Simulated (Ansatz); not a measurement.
The cell below belongs to a search over invented structures; it isn't taken from experiment.

Input and command of a plane-wave DFT calculation in Ansatz:

```yaml
crystal:
  lattice:
    - [-2.10209625, 2.10209625, 5.25394293]
    - [2.10209625, -2.10209625, 5.25394293]
    - [2.10209625, 2.10209625, -5.25394293]
  atoms:
    - { symbol: Zr, position: [0.373, 0.373, 0.0] }
    - { symbol: Zr, position: [0.627, 0.627, 0.0] }
    - { symbol: Zn, position: [0.0, 0.0, 0.0] }
    - { symbol: As, position: [0.75, 0.25, 0.5] }
    - { symbol: As, position: [0.25, 0.75, 0.5] }
basis:
  ecutwfc: 420
kpoints:
  mp_grid: { grid: [5, 5, 5] }
hamiltonian:
  xc: pbe
scf:
  occupations: { method: gaussian, width: 0.2 }
  lower_state_search: "off"
output:
  forces: true
  stress: true
  eigenvalues: true
relax:
  adjacent_minimum: "off"
  f_tol: 0.08
  max_steps: 16
  cell: { stress_tol: 0.8 }
```

```bash
ansatz run input.yaml --threads 1 --pin off --max-ram 2560MiB --backend cpu --events-out ev --progress --plain --runs-dir out
```

Processor: AMD EPYC (Zen 3), 1 thread, on a host shared with other jobs.

Question: How long does it run, and how much memory does it take?

Answer: About 4 min, peak memory 0.44 GiB. It solves 40 bands at 18 k points (after reduction by symmetry) with about 1933 plane waves (on the last cell), in 124 SCF iterations over 15 ionic steps.
